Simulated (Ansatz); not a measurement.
This cell of Al (fcc, Cu type) is off equilibrium:

```xyz
2
Lattice="0.0000 4.0405 4.0405 2.0202 0.0000 2.0202 2.0202 2.0202 0.0000" Properties=species:S:1:pos:R:3 pbc="T T T"
Al     0.0693    -0.0693    -0.0693
Al     1.9510     2.0895     4.1098
```

All values below come from PBE (plane waves to 420 eV, PAW, scalar-relativistic; Ansatz, a quantum-chemistry and plane-wave program). k mesh 10×20×20 (Γ-centred), Fermi-Dirac smearing 0.05 eV. Compression counts positive. With partly filled bands, energies and forces of such displacements shift with the k mesh and the smearing. Al was relaxed with its symmetry unable to fall.

### Question
Predict the force on every atom, in eV/Å.

### Answer
```tsv
atom	Fx	Fy	Fz
Al1	-0.741	0.741	0.741
Al2	0.741	-0.741	-0.741
```

### Question
Give the stress tensor in GPa and the pressure.

### Answer
```
    2.3     -0.6     -0.6
   -0.6      2.3      0.6
   -0.6      0.6      2.3
```
The pressure, a third of the trace, is 2.3 GPa.

(For displaced atoms, the force is minus the slope of the energy, and its curvature is a force constant, which sets phonon frequencies.)
